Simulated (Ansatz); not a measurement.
## Rh: from a starting cell to a relaxed one

The start is a randomly generated symmetric cell of Rh (space group No. 166). The structure is fully relaxed (lattice and positions, P = 0) with r2SCAN (plane waves to 500 eV, PAW, scalar-relativistic; Ansatz, a program for electronic structure). The first steps use a coarse 11×11×11 k-mesh.

Starting cell:
```
Rh
1.0
    1.72208     0.99424     4.14462
   -1.72208     0.99424     4.14462
    0.00000    -1.98848     4.14462
Rh
3
Direct
  0.00000   0.00000   0.00000
  0.20045   0.20045   0.20045
  0.79955   0.79955   0.79955
```

* **Initial pressure**: +61.9 GPa (positive: the cell is compressed)
* **Largest initial force**: 7.11 eV/Å, on Rh2, Rh3 (atoms numbered as listed)
* **Outcome**: The space group stays R-3m (No. 166) (the run could not lower it), with 3 atoms in the primitive cell
* **Energy released**: 0.85 eV/atom
* **Volume change**: +14.5 %, from 14.19 to 16.24 Å³/atom
* **Shortest distances (start → end)**: The closest pairs of elements (up to four, under 3.6 Å), start → end: Rh–Rh 2.16 → 2.53 Å
* **Band gap at the end**: no gap (metallic)
* **Optimiser moves**: 9

It ends as:

Space group R-3m, hexagonal axes (No. 166); a = b = 3.792 Å, c = 11.741 Å, α = β = 90.00°, γ = 120.00°

```json
[
 {"atom": "Rh", "site": "3a", "symmetry": "-3m", "x": "0.0000", "y": "0.0000", "z": "0.0000"},
 {"atom": "Rh", "site": "6c", "symmetry": "3m", "x": "0.0000", "y": "0.0000", "z": "0.2210"}
]
```
(The calculation used a cell of 3 atoms; values per cell refer to that cell.)

Final values are on a 15×15×15 k-mesh of the relaxed cell. No spin polarisation in the result.

The run could not lose the symmetry of its start, so the end can be a saddle point.

The relaxed structure here is a generated cell of Rh: the first start was made by a random draw of sites in a space group, and the end was not matched to a known phase here, so it may be hypothetical. Known forms of Rh include space group No. 225.
